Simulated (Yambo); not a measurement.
Yambo run on MoSe2 (space group P6_3/mmc, No. 194). The wavefunctions are norm-conserving PBE (stringent potentials; Quantum ESPRESSO, 104 Ry, no spin-orbit coupling) ones on a 3×3×1 mesh (62 occupied bands); a = b = 3.2783 Å, c = 12.7241 Å, α = β = 90.00°, γ = 120.00°.

Yambo input:

```
rim_cut
gw0
dyson
el_el_corr
HF_and_locXC
ppa
em1d
RandQpts= 1000000
RandGvec= 1 Ry
EXXRLvcs= 104 Ry
VXCRLvcs= 416 Ry
Chimod= "HARTREE"
% BndsRnXp
 39 | 394 |
%
NGsBlkXp= 12 Ry
% LongDrXp
 1.0 | 1.0 | 1.0 |
%
PPAPntXp= 27.2114 eV
% GbndRnge
 1 | 394 |
%
GTermKind= "none"
DysSolver= "n"
ExtendOut
% QPkrange
 1 | 1 | 62 | 62 |
 3 | 3 | 62 | 63 |
%
```

k points by index: 1 = Γ, 3 = K.

The o-*.qp file then holds:

```
#    K-point    Band    Eo [eV]    E [eV]    E-Eo [eV]    Vxc [eV]    Vnlxc [eV]    Sc|Eo [eV]    Sc|E [eV]    dSc/dw|Eo [eV]    Re(Z)    Im(Z)
#
    1    62    0.000000    0.079445    0.079445    -16.95861    -17.36072    0.504249    0.481560    -7.775252    0.777763    -0.001388
    3    62    -0.289442    -0.212498    0.076944    -16.71693    -17.39159    0.773799    0.751608    -7.852391    0.776052    -0.001392
    3    63    1.167638    1.736261    0.568623    -17.63116    -12.89061    -4.001912    -4.171926    -8.134457    0.769858    -0.001514
```
(The two width columns are left out.) Convergence of these settings isn't established.

Geometry relaxed with PBE+D3(BJ).
